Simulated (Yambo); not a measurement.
Yambo run on a free-standing SnO monolayer (symmetry P4/nmm, slab cell 15.3 Å high). The wavefunctions are PBE (stringent potentials; pw.x of Quantum ESPRESSO, ONCV potentials, no spin-orbit coupling) ones on a 4×4×1 mesh (28 occupied bands); a = b = 3.785 Å, c = 15.300 Å, α = β = γ = 90.00°.

Yambo input:

```
rim_cut
gw0
dyson
el_el_corr
HF_and_locXC
ppa
em1d
rim_w
RandQpts= 1000000
RandGvec= 2 Ry
CUTGeo= "slab z"
EXXRLvcs= 102 Ry
VXCRLvcs= 408 Ry
Chimod= "HARTREE"
% BndsRnXp
 9 | 158 |
%
NGsBlkXp= 5 Ry
% LongDrXp
 1.0 | 1.0 | 0.0 |
%
RandGvecW= 733 mRy
PPAPntXp= 27.2114 eV
% GbndRnge
 1 | 158 |
%
GTermKind= "BG"
DysSolver= "n"
ExtendOut
% QPkrange
 1 | 1 | 28 | 29 |
 2 | 2 | 28 | 28 |
 6 | 6 | 29 | 29 |
%
```

k points by index: 1 = Γ, 2 = (0, 0.25), 6 = M.

Resulting energies as the program prints them:

```
#    K-point    Band    Eo [eV]    E [eV]    E-Eo [eV]    Vxc [eV]    Vnlxc [eV]    Sc|Eo [eV]    Sc|E [eV]    dSc/dw|Eo [eV]    Re(Z)    Im(Z)
#
    1    28    -0.050965    -1.015477    -0.964511    -14.65736    -17.72380    1.852848    2.101928    -7.026124    0.794779    -0.001761
    1    29    3.273512    4.196038    0.922526    -10.08383    -6.436391    -2.551164    -2.724914    -5.124186    0.841528    -0.001558
    2    28    0.000000    -0.926100    -0.926100    -14.90688    -17.83194    1.760125    1.998955    -7.016404    0.795005    -0.001787
    6    29    3.189699    4.160150    0.970451    -10.31110    -6.476364    -2.666587    -2.864287    -5.542611    0.830777    -0.001627
```
(The two width columns are left out.) Convergence of these settings isn't established.

Geometry relaxed with PBEsol.

This is a model layer cut from the bulk structure; whether it is stable on its own was not checked.
